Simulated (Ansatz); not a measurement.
Cu$_{3}$Pt (Cu3Au type)

```cif
data_Cu3Pt
_chemical_formula_sum 'Cu3 Pt1'
_space_group_name_H-M_alt 'P 1'
_space_group_IT_number 1
_cell_length_a 3.68445
_cell_length_b 3.68445
_cell_length_c 3.68445
_cell_angle_alpha 90.000
_cell_angle_beta 90.000
_cell_angle_gamma 90.000
loop_
_space_group_symop_operation_xyz
  'x, y, z'
loop_
_atom_site_label
_atom_site_type_symbol
_atom_site_fract_x
_atom_site_fract_y
_atom_site_fract_z
_atom_site_occupancy
Cu1 Cu 0.00000 0.50000 0.50000 1
Cu2 Cu 0.50000 0.00000 0.50000 1
Cu3 Cu 0.50000 0.50000 0.00000 1
Pt1 Pt 0.00000 0.00000 0.00000 1
```

This relaxed cell (volume V₀) is scaled evenly in all directions, its shape held. Symmetry pins the atoms to their sites.

Level of theory: r2SCAN (plane waves to 500 eV, PAW, scalar-relativistic; Ansatz, an electronic-structure program). k mesh 13×13×13 (Γ-centred), Fermi-Dirac smearing 0.05 eV. The energy includes the smearing's −TS. Cu3Pt is run without spin polarisation. Cu3Pt was relaxed with its symmetry unable to fall. Spin-orbit coupling is left out, though Pt is heavy. ΔE is measured from the relaxed starting cell.

Q: Predict the ΔE (meV/atom) at V/V₀ = 0.900, 0.925, 0.950, 0.975, 1.025, 1.050, 1.075, 1.100.

A: 
| V/V₀ | ΔE (meV/atom) |
|---|---|
| 0.900 | 92 |
| 0.925 | 49 |
| 0.950 | 21 |
| 0.975 | 5 |
| 1.025 | 4 |
| 1.050 | 17 |
| 1.075 | 36 |
| 1.100 | 61 |

(A scan under strain: stresses follow from slopes of the energy per volume, elastic moduli from its curvatures.)
